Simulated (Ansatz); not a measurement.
TlBi3: relaxation (Ansatz)

Input:

```yaml
crystal:
  lattice:
    - [7.003069, 0.0, 0.0]
    - [-3.501535, 6.064839, 0.0]
    - [-3.501535, 2.021613, 6.203392]
  atoms:
    - { symbol: Tl, position: [0.0, 0.0, 0.0] }
    - { symbol: Tl, position: [0.5, 0.5, 0.5] }
    - { symbol: Bi, position: [0.8584, 0.75, 0.75] }
    - { symbol: Bi, position: [0.25, 0.3584, 0.75] }
    - { symbol: Bi, position: [0.6416, 0.1416, 0.75] }
    - { symbol: Bi, position: [0.1416, 0.25, 0.25] }
    - { symbol: Bi, position: [0.75, 0.6416, 0.25] }
    - { symbol: Bi, position: [0.3584, 0.8584, 0.25] }
  symmetry: { tolerance: 0.0003 }
kpoints:
  mp_grid: { grid: [5, 5, 5], shift: [0, 0, 0] }
magnetization:
  spin_polarized: false
scf:
  occupations: { method: fermi_dirac, width: 0.0418 }
  lower_state_search: "off"
hamiltonian:
  pseudopotentials: { kind: paw }
  xc: r2scan
basis:
  ecutwfc: 500
  fft_grid_basis: typed
relax:
  max_steps: 40
  cell: { p_target: 20.0 }
output:
  forces: true
  stress: true
  eigenvalues: true
  bader: true
  populations: true
  elf: true
  write_potential: true
  volumetric_format: npy
  dos:
    e_range: [-12, 8]
    de: 0.05
    projected: { site_lists: { Bi: [Bi], Tl: [Tl] } }
  write_density: true
checkpoint:
  read: saved_state
```

Run with:

```bash
ansatz run input.yaml --threads 2 --pin off --max-ram 2560MiB --backend cpu --events-out ev --progress --plain --runs-dir out
```

Origin of the cell: a known structure type with other elements, at an estimated volume, so it need not be a known compound.

The saved state is a converged single point of the same cell.

Steps («new basis» is an SCF on plane waves selected anew at the same cell):

```json
{"step": "1", "ΔH (meV/atom)": "0.0", "max force component (eV/Å)": "2.092", "P (GPa)": "18.99", "volume (Å³)": "263.47", "SCF iterations": "6", "step was": "accepted"}
{"step": "2", "ΔH (meV/atom)": "-331.5", "max force component (eV/Å)": "2.236", "P (GPa)": "15.39", "volume (Å³)": "257.84", "SCF iterations": "10", "step was": "accepted"}
{"step": "3", "ΔH (meV/atom)": "-737.8", "max force component (eV/Å)": "2.569", "P (GPa)": "14.89", "volume (Å³)": "244.25", "SCF iterations": "9", "step was": "accepted"}
{"step": "4", "ΔH (meV/atom)": "-1158.3", "max force component (eV/Å)": "2.311", "P (GPa)": "14.99", "volume (Å³)": "231.05", "SCF iterations": "10", "step was": "accepted"}
{"step": "5", "ΔH (meV/atom)": "-1480.4", "max force component (eV/Å)": "1.208", "P (GPa)": "17.27", "volume (Å³)": "218.37", "SCF iterations": "10", "step was": "accepted"}
{"step": "6", "ΔH (meV/atom)": "-1598.6", "max force component (eV/Å)": "0.016", "P (GPa)": "20.75", "volume (Å³)": "209.75", "SCF iterations": "9", "step was": "accepted"}
{"step": "7", "ΔH (meV/atom)": "-1674.3", "max force component (eV/Å)": "0.018", "P (GPa)": "19.38", "volume (Å³)": "209.49", "SCF iterations": "7", "step was": "accepted"}
{"step": "8", "ΔH (meV/atom)": "-1724.7", "max force component (eV/Å)": "0.164", "P (GPa)": "22.59", "volume (Å³)": "202.53", "SCF iterations": "6", "step was": "accepted"}
{"step": "9", "ΔH (meV/atom)": "-1773.8", "max force component (eV/Å)": "0.025", "P (GPa)": "18.61", "volume (Å³)": "206.27", "SCF iterations": "8", "step was": "accepted"}
{"step": "10", "ΔH (meV/atom)": "-1803.6", "max force component (eV/Å)": "0.070", "P (GPa)": "20.13", "volume (Å³)": "202.17", "SCF iterations": "6", "step was": "accepted"}
{"step": "11", "ΔH (meV/atom)": "-1815.5", "max force component (eV/Å)": "0.035", "P (GPa)": "21.55", "volume (Å³)": "198.63", "SCF iterations": "8", "step was": "accepted"}
{"step": "12", "ΔH (meV/atom)": "-1817.1", "max force component (eV/Å)": "0.054", "P (GPa)": "18.72", "volume (Å³)": "203.44", "SCF iterations": "6", "step was": "accepted"}
{"step": "13", "ΔH (meV/atom)": "-1818.6", "max force component (eV/Å)": "0.007", "P (GPa)": "19.99", "volume (Å³)": "201.24", "SCF iterations": "5", "step was": "accepted"}
{"step": "14", "ΔH (meV/atom)": "-1818.6", "max force component (eV/Å)": "0.001", "P (GPa)": "20.04", "volume (Å³)": "201.19", "SCF iterations": "8", "step was": "accepted"}
{"step": "15", "ΔH (meV/atom)": "-1818.6", "max force component (eV/Å)": "0.002", "P (GPa)": "20.01", "volume (Å³)": "201.22", "SCF iterations": "6", "step was": "accepted"}
{"step": "16", "ΔH (meV/atom)": "-1819.0", "max force component (eV/Å)": "0.002", "P (GPa)": "20.01", "volume (Å³)": "201.22", "SCF iterations": "7", "step was": "new basis"}
```

Step 1, with forces in eV/Å:

```xyz
8
Lattice="7.003 0.000 0.000 -3.502 6.065 0.000 -3.502 2.022 6.203" Properties=species:S:1:pos:R:3:forces:R:3 pbc="T T T" step=1
Tl    0.000    0.000    0.000    0.000    0.000    0.000
Tl    0.000    4.043    3.102    0.000    0.000    0.000
Bi    0.759    6.065    4.653    2.092    0.000    0.000
Bi   -2.130    3.690    4.653   -1.046    1.812    0.000
Bi    1.371    2.375    4.653   -1.046   -1.812    0.000
Bi   -0.759    2.022    1.551   -2.092    0.000    0.000
Bi    2.130    4.397    1.551    1.046   -1.812    0.000
Bi   -1.371    5.711    1.551    1.046    1.812    0.000
```

Step 2, with forces in eV/Å:

```xyz
8
Lattice="6.937 0.000 0.000 -3.469 6.008 0.000 -3.469 2.003 6.187" Properties=species:S:1:pos:R:3:forces:R:3 pbc="T T T" step=2
Tl    0.000    0.000    0.000    0.000    0.000    0.000
Tl    0.000    4.005    3.093    0.000    0.000    0.000
Bi    0.948    6.008    4.640    2.236    0.000    0.000
Bi   -2.208    3.825    4.640   -1.118    1.936    0.000
Bi    1.260    2.183    4.640   -1.118   -1.936    0.000
Bi   -0.948    2.003    1.547   -2.236    0.000    0.000
Bi    2.208    4.186    1.547    1.118   -1.936    0.000
Bi   -1.260    5.827    1.547    1.118    1.936    0.000
```

Step 3, with forces in eV/Å:

```xyz
8
Lattice="6.819 0.000 0.000 -3.409 5.905 0.000 -3.409 1.968 6.066" Properties=species:S:1:pos:R:3:forces:R:3 pbc="T T T" step=3
Tl    0.000    0.000    0.000    0.000    0.000    0.000
Tl    0.000    3.937    3.033    0.000    0.000    0.000
Bi    1.123    5.905    4.550    2.569    0.000    0.000
Bi   -2.266    3.925    4.550   -1.284    2.225    0.000
Bi    1.143    1.980    4.550   -1.284   -2.225    0.000
Bi   -1.123    1.968    1.517   -2.569    0.000    0.000
Bi    2.266    3.948    1.517    1.284   -2.225    0.000
Bi   -1.143    5.894    1.517    1.284    2.225    0.000
```

Step 4, with forces in eV/Å:

```xyz
8
Lattice="6.721 0.000 0.000 -3.360 5.820 0.000 -3.360 1.940 5.907" Properties=species:S:1:pos:R:3:forces:R:3 pbc="T T T" step=4
Tl    0.000    0.000    0.000    0.000    0.000    0.000
Tl    0.000    3.880    2.953    0.000    0.000    0.000
Bi    1.297    5.820    4.430    2.311    0.000    0.000
Bi   -2.329    4.034    4.430   -1.156    2.001    0.000
Bi    1.031    1.786    4.430   -1.156   -2.001    0.000
Bi   -1.297    1.940    1.477   -2.311    0.000    0.000
Bi    2.329    3.727    1.477    1.156   -2.001    0.000
Bi   -1.031    5.974    1.477    1.156    2.001    0.000
```

Step 5, with forces in eV/Å:

```xyz
8
Lattice="6.658 0.000 0.000 -3.329 5.766 0.000 -3.329 1.922 5.689" Properties=species:S:1:pos:R:3:forces:R:3 pbc="T T T" step=5
Tl    0.000    0.000    0.000    0.000    0.000    0.000
Tl    0.000    3.844    2.845    0.000    0.000    0.000
Bi    1.471    5.766    4.267    1.208    0.000    0.000
Bi   -2.400    4.156    4.267   -0.604    1.046    0.000
Bi    0.929    1.609    4.267   -0.604   -1.046    0.000
Bi   -1.471    1.922    1.422   -1.208    0.000    0.000
Bi    2.400    3.531    1.422    0.604   -1.046    0.000
Bi   -0.929    6.078    1.422    0.604    1.046    0.000
```

Step 6, with forces in eV/Å:

```xyz
8
Lattice="6.705 0.000 0.000 -3.353 5.807 0.000 -3.353 1.936 5.387" Properties=species:S:1:pos:R:3:forces:R:3 pbc="T T T" step=6
Tl    0.000    0.000    0.000    0.000    0.000    0.000
Tl    0.000    3.871    2.693    0.000    0.000    0.000
Bi    1.598    5.807    4.040   -0.016    0.000    0.000
Bi   -2.475    4.287    4.040    0.008   -0.014    0.000
Bi    0.877    1.520    4.040    0.008    0.014    0.000
Bi   -1.598    1.936    1.347    0.016    0.000    0.000
Bi    2.475    3.455    1.347   -0.008    0.014    0.000
Bi   -0.877    6.223    1.347   -0.008   -0.014    0.000
```

Step 7, with forces in eV/Å:

```xyz
8
Lattice="6.899 0.000 0.000 -3.449 5.974 0.000 -3.449 1.991 5.083" Properties=species:S:1:pos:R:3:forces:R:3 pbc="T T T" step=7
Tl    0.000    0.000    0.000    0.000    0.000    0.000
Tl    0.000    3.983    2.541    0.000    0.000    0.000
Bi    1.662    5.974    3.812    0.018    0.000    0.000
Bi   -2.556    4.427    3.812   -0.009    0.016    0.000
Bi    0.894    1.548    3.812   -0.009   -0.016    0.000
Bi   -1.662    1.991    1.271   -0.018    0.000    0.000
Bi    2.556    3.539    1.271    0.009   -0.016    0.000
Bi   -0.894    6.418    1.271    0.009    0.016    0.000
```

Step 8, with forces in eV/Å:

```xyz
8
Lattice="6.994 0.000 0.000 -3.497 6.057 0.000 -3.497 2.019 4.780" Properties=species:S:1:pos:R:3:forces:R:3 pbc="T T T" step=8
Tl    0.000    0.000    0.000    0.000    0.000    0.000
Tl    0.000    4.038    2.390    0.000    0.000    0.000
Bi    1.692    6.057    3.585    0.164    0.000    0.000
Bi   -2.594    4.494    3.585   -0.082    0.142    0.000
Bi    0.903    1.564    3.585   -0.082   -0.142    0.000
Bi   -1.692    2.019    1.195   -0.164    0.000    0.000
Bi    2.594    3.583    1.195    0.082   -0.142    0.000
Bi   -0.903    6.513    1.195    0.082    0.142    0.000
```

Step 9, with forces in eV/Å:

```xyz
8
Lattice="7.297 0.000 0.000 -3.649 6.320 0.000 -3.649 2.107 4.473" Properties=species:S:1:pos:R:3:forces:R:3 pbc="T T T" step=9
Tl    0.000    0.000    0.000    0.000    0.000    0.000
Tl    0.000    4.213    2.236    0.000    0.000    0.000
Bi    1.818    6.320    3.355    0.025    0.000    0.000
Bi   -2.733    4.734    3.355   -0.013    0.022    0.000
Bi    0.915    1.585    3.355   -0.013   -0.022    0.000
Bi   -1.818    2.107    1.118   -0.025    0.000    0.000
Bi    2.733    3.692    1.118    0.013   -0.022    0.000
Bi   -0.915    6.841    1.118    0.013    0.022    0.000
```

Step 10, with forces in eV/Å:

```xyz
8
Lattice="7.488 0.000 0.000 -3.744 6.485 0.000 -3.744 2.162 4.163" Properties=species:S:1:pos:R:3:forces:R:3 pbc="T T T" step=10
Tl    0.000    0.000    0.000    0.000    0.000    0.000
Tl    0.000    4.323    2.081    0.000    0.000    0.000
Bi    1.898    6.485    3.122    0.070    0.000    0.000
Bi   -2.821    4.886    3.122   -0.035    0.061    0.000
Bi    0.923    1.599    3.122   -0.035   -0.061    0.000
Bi   -1.898    2.162    1.041   -0.070    0.000    0.000
Bi    2.821    3.761    1.041    0.035   -0.061    0.000
Bi   -0.923    7.048    1.041    0.035    0.061    0.000
```

Step 11, with forces in eV/Å:

```xyz
8
Lattice="7.708 0.000 0.000 -3.854 6.675 0.000 -3.854 2.225 3.860" Properties=species:S:1:pos:R:3:forces:R:3 pbc="T T T" step=11
Tl    0.000    0.000    0.000    0.000    0.000    0.000
Tl    0.000    4.450    1.930    0.000    0.000    0.000
Bi    1.995    6.675    2.895    0.035    0.000    0.000
Bi   -2.925    5.066    2.895   -0.018    0.031    0.000
Bi    0.929    1.610    2.895   -0.018   -0.031    0.000
Bi   -1.995    2.225    0.965   -0.035    0.000    0.000
Bi    2.925    3.835    0.965    0.018   -0.031    0.000
Bi   -0.929    7.291    0.965    0.018    0.031    0.000
```

Step 12, with forces in eV/Å:

```xyz
8
Lattice="7.689 0.000 0.000 -3.845 6.659 0.000 -3.845 2.220 3.973" Properties=species:S:1:pos:R:3:forces:R:3 pbc="T T T" step=12
Tl    0.000    0.000    0.000    0.000    0.000    0.000
Tl    0.000    4.439    1.987    0.000    0.000    0.000
Bi    1.999    6.659    2.980   -0.054    0.000    0.000
Bi   -2.922    5.061    2.980    0.027   -0.046    0.000
Bi    0.923    1.598    2.980    0.027    0.046    0.000
Bi   -1.999    2.220    0.993    0.054    0.000    0.000
Bi    2.922    3.818    0.993   -0.027    0.046    0.000
Bi   -0.923    7.280    0.993   -0.027   -0.046    0.000
```

Step 16, with forces in eV/Å:

```xyz
8
Lattice="7.677 0.000 0.000 -3.839 6.649 0.000 -3.839 2.216 3.942" Properties=species:S:1:pos:R:3:forces:R:3 pbc="T T T" step=16
Tl    0.000    0.000    0.000    0.000    0.000    0.000
Tl    0.000    4.432    1.971    0.000    0.000    0.000
Bi    1.987    6.649    2.957   -0.002    0.000    0.000
Bi   -2.913    5.045    2.957    0.001   -0.002    0.000
Bi    0.926    1.604    2.957    0.001    0.002    0.000
Bi   -1.987    2.216    0.986    0.002    0.000    0.000
Bi    2.913    3.820    0.986   -0.001    0.002    0.000
Bi   -0.926    7.261    0.986   -0.001   -0.002    0.000
```

| Quantity | Value |
| --- | --- |
| Enthalpy lowered by | 1819.0 meV/atom |
| Volume change | -23.63 % |
| Final pressure | 20.01 GPa |
| Relaxation steps listed | 16 |
| Gap on the mesh | none (metal) |

Caveats: no spin-orbit coupling, though heavy elements are present; the k mesh is coarse if the cell is a metal; the relaxation held the start's symmetry, so the end may be a saddle point.

Time: 9.5 min on 2 threads of Arm Neoverse V2, with other jobs on the host, peak memory 1.6 GiB, from a saved density.
